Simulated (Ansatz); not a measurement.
Relaxed candidate structures of Pt:

**A**
```xyz
8
Lattice="4.9953 0.0000 0.0000 0.0000 4.9953 0.0000 0.0000 0.0000 4.9953" Properties=species:S:1:pos:R:3 pbc="T T T"
Pt     1.2488     0.0000     2.4977
Pt     3.7465     0.0000     2.4977
Pt     0.0000     2.4977     1.2488
Pt     0.0000     2.4977     3.7465
Pt     2.4977     1.2488     0.0000
Pt     2.4977     3.7465     0.0000
Pt     0.0000     0.0000     0.0000
Pt     2.4977     2.4977     2.4977
```

**B**
```cif
data_Pt8
_chemical_formula_sum 'Pt8'
_space_group_name_H-M_alt 'P 1'
_space_group_IT_number 1
_cell_length_a 5.40720
_cell_length_b 5.40720
_cell_length_c 5.40720
_cell_angle_alpha 109.471
_cell_angle_beta 109.471
_cell_angle_gamma 109.471
loop_
_space_group_symop_operation_xyz
  'x, y, z'
loop_
_atom_site_label
_atom_site_type_symbol
_atom_site_fract_x
_atom_site_fract_y
_atom_site_fract_z
_atom_site_occupancy
Pt1 Pt 0.46848 0.46848 0.46848 1
Pt2 Pt 0.50000 0.00000 0.03152 1
Pt3 Pt 0.00000 0.03152 0.50000 1
Pt4 Pt 0.03152 0.50000 0.00000 1
Pt5 Pt 0.96848 0.96848 0.96848 1
Pt6 Pt 0.50000 0.00000 0.53152 1
Pt7 Pt 0.00000 0.53152 0.50000 1
Pt8 Pt 0.53152 0.50000 0.00000 1
```

**C**
```xyz
4
Lattice="0.0000 3.6406 3.6406 3.6406 0.0000 3.6406 3.6406 3.6406 0.0000" Properties=species:S:1:pos:R:3 pbc="T T T"
Pt     0.9101     2.7304     2.7304
Pt     2.7304     0.9101     2.7304
Pt     2.7304     2.7304     0.9101
Pt     0.9101     0.9101     0.9101
```

**D**
```xyz
3
Lattice="4.4702 0.0000 0.0000 -2.2351 3.8713 0.0000 0.0000 0.0000 2.6679" Properties=species:S:1:pos:R:3 pbc="T T T"
Pt     0.0000     0.0000     0.0000
Pt     0.0000     2.5809     1.3339
Pt     2.2351     1.2904     1.3339
```

Question: Order them by energy per atom (lowest first) at the level PBEsol (plane waves to 420 eV, PAW, scalar-relativistic; Ansatz, a first-principles code).

Answer: B (reference), D (+0.06 eV/atom), A (+0.18 eV/atom), C (+0.89 eV/atom)

The lowest structure calculated, Fm-3m, cF4, fcc (Cu type), is not among these; it lies 0.11 eV/atom below the lowest of them. Probably no minimum, since a slightly shaken restart fell lower: Pm-3n, cP8 (by 0.29 eV/atom, to Fm-3m); I-43d, cI16, AFLOW prototype A_cI16_220_c (as in Li) (by 0.09 eV/atom, to I4/mmm); P6/mmm, hP3 (by 0.15 eV/atom, to I4/mmm). Each run could gain symmetry but not lose that of its start, so entries can be saddle points. All of these are generated cells (placed on structure types, drawn at random, substituted or restacked) that were not matched to a known phase here. Static energies at zero pressure. No spin polarisation in the result.
